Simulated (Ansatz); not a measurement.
An Ansatz (a program for electronic structure) run. Input:

Ansatz 0.2 input:
```yaml
crystal:
  lattice:
    - [3.8910753841, 0.0, 0.0]
    - [0.0, 3.8910753841, 0.0]
    - [0.0, 0.0, 3.8910753841]
  atoms:
    - { symbol: Sr, position: [0.0, 0.0, 0.0] }
    - { symbol: Ti, position: [0.5, 0.5, 0.5] }
    - { symbol: O, position: [0.0, 0.5, 0.5] }
    - { symbol: O, position: [0.5, 0.5, 0.0] }
    - { symbol: O, position: [0.5, 0.0, 0.5] }
kpoints:
  mp_grid: { grid: [6, 6, 6] }
  band_path:
    path:
      - [[0.0, 0.0, 0.0], [0.0, 0.5, 0.0], [0.5, 0.5, 0.0], [0.0, 0.0, 0.0], [0.5, 0.5, 0.5], [0.0, 0.5, 0.0]]  # Γ-X-M-Γ-R-X
      - [[0.5, 0.5, 0.5], [0.5, 0.5, 0.0]]  # R-M
      - [VBM, CBM]
    npoints: 12
basis: { xc_grid: 2 }
hamiltonian:
  xc: pbesol
  pseudopotentials: { kind: paw }
magnetization: { noncollinear: true, spin_orbit: true }
scf:
  n_extra_bands: 12
  convergence: { dr2_threshold: 0.0000000001 }
  occupations: { method: gaussian, width: 0.01 }
checkpoint: { write: soc.run }
output: { eigenvalues: true }
```

Output (shortened):

```
Pseudopotential: Sr, paw_fr, valence charge 10
Pseudopotential: Ti, paw_fr, valence charge 12
Pseudopotential: O, paw_fr, valence charge 6
Functional definition: PBEsol
non-collinear run that drives no moment, with spin-orbit …
Crystal: 5 atoms, lattice volume = 58.913 Å³
Basis set: ecut = 420 eV, 1189 PW (Γ), exchange–correlation on 54×54×54 points (8 copies of the dense FFT grid, shifted against one another)
Bands: 52, of which v1, the nominal top of the filled ones, is band 40 counted from 1 (39 counted from 0)
Symmetry: 48 space group operations + 48 with time reversal
k-points: 20 of 216
Projection manifold: j_resolved (fully-relativistic pseudo-atomic orbitals)
SCF iter   1: F=—  HF=-7658.179011 eV  |F-HF|=—  |Δ(HF+E_count)|=         —  Δρ=5.30e-2  dr2=1.36e0  dr2_m=0.00e0 (ungated)  ethr=3.10e-3  |M|=0.00e0 ∫|m|=0.00e0 μB  |m|>n=0.0e0 m-floor=0.0e0 τ_xc=0.0e0  β_m=0.30  ⟨swp⟩=9.9  Hψ=2882  notcnv=0
preconditioner: auto → Resta (q_TF=auto, 2.558 Å⁻¹)
spin=Noncollinear: Resta preconditioning applied to the charge; magnetization (m_x, m_y, m_z) channels mix plain (no charge-response kernel on spin).
SCF iter   2: F=—  HF=-7658.023780 eV  |F-HF|=—  |Δ(HF+E_count)|=   1.55e-1  Δρ=3.68e-2  dr2=6.78e-1  dr2_m=0.00e0 (ungated)  ethr=3.10e-3  |M|=0.00e0 ∫|m|=0.00e0 μB  |m|>n=0.0e0 m-floor=0.0e0 τ_xc=0.0e0  β_m=0.63  ⟨swp⟩=2.0  Hψ=668  notcnv=0  defer=108
SCF iter   3: F=—  HF=-7657.906155 eV  |F-HF|=—  |Δ(HF+E_count)|=   1.18e-1  Δρ=6.65e-3  dr2=2.03e-2  dr2_m=0.00e0 (ungated)  ethr=1.70e-3  |M|=0.00e0 ∫|m|=0.00e0 μB  |m|>n=0.0e0 m-floor=0.0e0 τ_xc=0.0e0  β_m=0.77  ⟨swp⟩=2.4  Hψ=905  notcnv=0  defer=108
SCF iter   4: F=—  HF=-7657.912102 eV  |F-HF|=—  |Δ(HF+E_count)|=   5.95e-3  Δρ=3.10e-3  dr2=4.88e-3  dr2_m=0.00e0 (ungated)  ethr=5.07e-5  |M|=0.00e0 ∫|m|=0.00e0 μB  |m|>n=0.0e0 m-floor=0.0e0 τ_xc=0.0e0  β_m=0.77  ⟨swp⟩=2.4  Hψ=901  notcnv=0  defer=108
SCF iter   5: F=—  HF=-7657.912542 eV  |F-HF|=—  |Δ(HF+E_count)|=   4.39e-4  Δρ=2.48e-3  dr2=3.28e-3  dr2_m=0.00e0 (ungated)  ethr=1.22e-5  |M|=0.00e0 ∫|m|=0.00e0 μB  |m|>n=0.0e0 m-floor=0.0e0 τ_xc=0.0e0  β_m=0.64  ⟨swp⟩=3.0  Hψ=879  notcnv=0  defer=108
SCF iter   6: F=—  HF=-7657.912141 eV  |F-HF|=—  |Δ(HF+E_count)|=   4.01e-4  Δρ=9.06e-4  dr2=4.42e-4  dr2_m=0.00e0 (ungated)  ethr=8.19e-6  |M|=0.00e0 ∫|m|=0.00e0 μB  |m|>n=0.0e0 m-floor=0.0e0 τ_xc=0.0e0  β_m=0.82  ⟨swp⟩=2.0  Hψ=685  notcnv=0  defer=108
SCF iter   7: F=—  HF=-7657.912106 eV  |F-HF|=—  |Δ(HF+E_count)|=   3.51e-5  Δρ=1.18e-4  dr2=7.39e-6  dr2_m=0.00e0 (ungated)  ethr=1.10e-6  |M|=0.00e0 ∫|m|=0.00e0 μB  |m|>n=0.0e0 m-floor=0.0e0 τ_xc=0.0e0  β_m=0.91  ⟨swp⟩=2.0  Hψ=710  notcnv=0  defer=108
SCF iter   8: F=—  HF=-7657.912110 eV  |F-HF|=—  |Δ(HF+E_count)|=   3.96e-6  Δρ=1.80e-5  dr2=1.95e-7  dr2_m=0.00e0 (ungated)  ethr=1.85e-8  |M|=0.00e0 ∫|m|=0.00e0 μB  |m|>n=0.0e0 m-floor=0.0e0 τ_xc=0.0e0  β_m=0.95  ⟨swp⟩=2.0  Hψ=741  notcnv=0  defer=108
SCF iter  10: F=-7657.912112 eV  HF=-7657.912112 eV  |F-HF|=1.82e-11  |Δ(HF+E_count)|=  8.18e-10  Δρ=2.99e-7  dr2=3.79e-11  dr2_m=0.00e0 (ungated)  ethr=1.00e-12  |M|=0.00e0 ∫|m|=0.00e0 μB  |m|>n=0.0e0 m-floor=0.0e0 τ_xc=0.0e0  ⟨swp⟩=12.7  Hψ=2145  notcnv=0
SCF 1 converged in 10 iterations: F = -7657.912112 eV  dr2 = 3.79e-11
NSCF: frozen V_eff on 20 k-points
NSCF: frozen V_eff on 20 k-points
NSCF: frozen V_eff on 20 k-points
NSCF: frozen V_eff on 20 k-points
NSCF: frozen V_eff on 4 k-points
NSCF: frozen V_eff on 6 k-points
NSCF: frozen V_eff on 6 k-points
NSCF: frozen V_eff on 6 k-points
NSCF: frozen V_eff on 6 k-points
NSCF: frozen V_eff on 3 k-points
NSCF: frozen V_eff on 87 k-points
SCF converged after 10 iterations
Magnetization: |M| = 0.0000 μB,  M = (+0.0000, +0.0000, +0.0000) μB
Absolute magnetization: 0.0000 μB (∫|m|)
  site 0: m = (+0.0000, +0.0000, +0.0000) μB, |m| = 0.0000 μB  (R = 1.13 Å)
  site 1: m = (+0.0000, +0.0000, +0.0000) μB, |m| = 0.0000 μB  (R = 0.80 Å)
  site 2: m = (+0.0000, +0.0000, +0.0000) μB, |m| = 0.0000 μB  (R = 0.80 Å)
  site 3: m = (+0.0000, +0.0000, +0.0000) μB, |m| = 0.0000 μB  (R = 0.80 Å)
  site 4: m = (+0.0000, +0.0000, +0.0000) μB, |m| = 0.0000 μB  (R = 0.80 Å)
Free energy (F): -7657.912112 eV
Harris-Foulkes:  -7657.912112 eV  (|F-HF|=1.82e-11)
Internal energy: -7657.912112 eV  (E = F + TS)
E sigma→0 (E₀):  -7657.912112 eV
Fermi energy:    10.928692 eV
--- Per-component energies (eV) ---
  E_band       = -202.145485
  E_kinetic    = 1046.208980
  E_local      = -2367.042406  (includes V_loc(G=0)·N_el)
  E_nonlocal   = 351.532487
  E_hartree    = 825.546686
  E_xc         = -490.998783
  E_vxc        = -569.019823  (∫ρ·V_xc dr)
  E_paw        = -4121.898269  (= ΣΔE_a)
  E_vpaw       = -314.925776  (= ΣTr[D̂ρ^β])
  E_aug_tail   = 0.007602  (compensation charges beyond the density's cutoff)
  E_ewald      = -2901.649065
  E_core_change = 0.380657  (= ΣΔE_core)
  E_smearing   =  0.000000  (= −TS)
  E_closure    = 0.000000  (closes the sum)
  Σ components = -7657.912112   (vs F -7657.912112, Δ=0.00e0)
  [band-id]    e_kinetic+e_local+e_nonlocal+2·e_hartree+e_vxc+e_vpaw+e_augmentation_tail = -202.145564   (vs E_band -202.145485, Δ=-7.92e-5)
--- Band table (eV; the first three rows and the last of 20) ---
  k-point 0: bands = ["-46.0791", "-46.0791", "-22.9074", "-22.9074", "-22.5332", "-22.5332", "-22.2528", "-22.2528", "-22.2528", "-22.2528", "-7.3848", "-7.3848", "-6.3711", "-6.3711", "-6.3711", "-6.3711", "-5.3419", "-5.3419", "-4.2067", "-4.2067", …
  k-point 1: bands = ["-46.0788", "-46.0788", "-22.9160", "-22.9160", "-22.5331", "-22.5331", "-22.2560", "-22.2560", "-22.2519", "-22.2519", "-7.4074", "-7.4074", "-6.3656", "-6.3656", "-6.3606", "-6.3606", "-5.2585", "-5.2585", "-4.1929", "-4.1929", …
  k-point 2: bands = ["-46.0781", "-46.0781", "-22.9342", "-22.9342", "-22.5336", "-22.5336", "-22.2602", "-22.2602", "-22.2502", "-22.2502", "-7.5429", "-7.5429", "-6.3393", "-6.3393", "-6.1686", "-6.1686", "-5.1561", "-5.1561", "-4.1649", "-4.1649", …
  k-point 19: bands = ["-46.0749", "-46.0749", "-22.9710", "-22.9710", "-22.4661", "-22.4661", "-22.3250", "-22.3250", "-22.3250", "-22.3250", "-6.0029", "-6.0029", "-5.9669", "-5.9669", "-5.9669", "-5.9669", "-5.5957", "-5.5957", "-4.5171", "-4.5171", …
```

Cost: around 110 core-seconds (rough) on shared cores.

Space group Pm-3m (cubic perovskite). The cell was relaxed with PBEsol under the symmetry of its start. No spin polarisation was allowed.

Potentials: the later of the program's two PAW sets.

Ansatz is a plane-wave DFT program.
